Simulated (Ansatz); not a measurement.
Starting cell, TiAl (CuAu type, space group P4/mmm):

```yaml
crystal:
  lattice:
    - [5.64852, 0.00000, 0.00000]
    - [0.00000, 2.82426, 0.00000]
    - [0.00000, 0.00000, 4.07079]
  atoms:
    - { symbol: Al, position: [0.25000, 0.50000, 0.50000] }
    - { symbol: Al, position: [0.75000, 0.50000, 0.50000] }
    - { symbol: Ti, position: [0.00000, 0.00000, 0.00000] }
    - { symbol: Ti, position: [0.50000, 0.00000, 0.00000] }
```

In this cell atom 2 (Al, nearest neighbour Al at 2.824 Å; its periodic images, 2.8 Å or more away, move with it) is moved by s along Cartesian [110], unit vector (0.707, 0.707, 0.000); all other atoms and the cell stay fixed.

Level of theory: PBE (plane waves to 420 eV, PAW, scalar-relativistic; Ansatz, a first-principles code). k mesh 7×13×9 (Γ-centred), Fermi-Dirac smearing 0.05 eV. Energies are smeared free energies. With partly filled bands, energies and forces of such displacements shift with the k mesh and the smearing. TiAl is run without spin polarisation. TiAl was relaxed with its symmetry unable to fall. ΔE is measured from the undisplaced structure. The last digit holds for this mesh only.

| s (Å) | ΔE (meV/cell) |
|---|---|
| -0.560 | 912.9 |
| -0.448 | 575.5 |
| -0.336 | 319.2 |
| -0.224 | withheld |
| -0.112 | 34.8 |
| 0.000 | 0.0 |
| 0.112 | 34.8 |
| 0.224 | withheld |
| 0.336 | 319.2 |
| 0.448 | 575.5 |
| 0.560 | 912.9 |

**Question.** Fit an even polynomial form (powers 2, 4, 6) to the given rows and predict ΔE at s = -0.224.

**Answer.** Least squares on the 9 given rows: ΔE = (2768)·s² + (565.5)·s⁴ + (-348.4)·s⁶, in meV/cell with s in Å; root-mean-square residual 0.01 meV/cell. At -0.224 the fit gives 140.3 meV/cell; the calculation gives 140.3 meV/cell, the same to the digits shown. The quadratic term alone would give 138.9 meV/cell.

(For displaced atoms, the force is minus the slope of the energy, and its curvature is a force constant, which sets phonon frequencies.)
